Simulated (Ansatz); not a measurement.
Relaxed TiAl (CuAu type, space group P4/mmm):

```
TiAl
1.0
    5.64852     0.00000     0.00000
    0.00000     2.82426     0.00000
    0.00000     0.00000     4.07079
Al Ti
2 2
Direct
  0.25000   0.50000   0.50000
  0.75000   0.50000   0.50000
  0.00000   0.00000   0.00000
  0.50000   0.00000   0.00000
```

Computed with PBE (plane waves to 420 eV, PAW, scalar-relativistic; Ansatz, an electronic-structure program). k mesh 7×13×9 (Γ-centred), Fermi-Dirac smearing 0.05 eV. With partly filled bands, energies and forces of such displacements shift with the k mesh and the smearing. TiAl is run without spin polarisation. TiAl was relaxed with its symmetry unable to fall.

One atom of the cell was then moved (with its periodic images), all else fixed, and the forces (eV/Å) came out as:

```tsv
atom	Fx	Fy	Fz
Al1	0.573	0.003	0.000
Al2	-1.659	-1.080	0.000
Ti3	0.661	0.738	0.000
Ti4	0.425	0.339	0.000
```

Problem. Which atom was moved, and by which vector (Å)?

Solution. Al2, by (0.24, 0.24, 0.00), 0.34 Å in all.

(For displaced atoms, the force is minus the slope of the energy, and its curvature is a force constant, which sets phonon frequencies.)
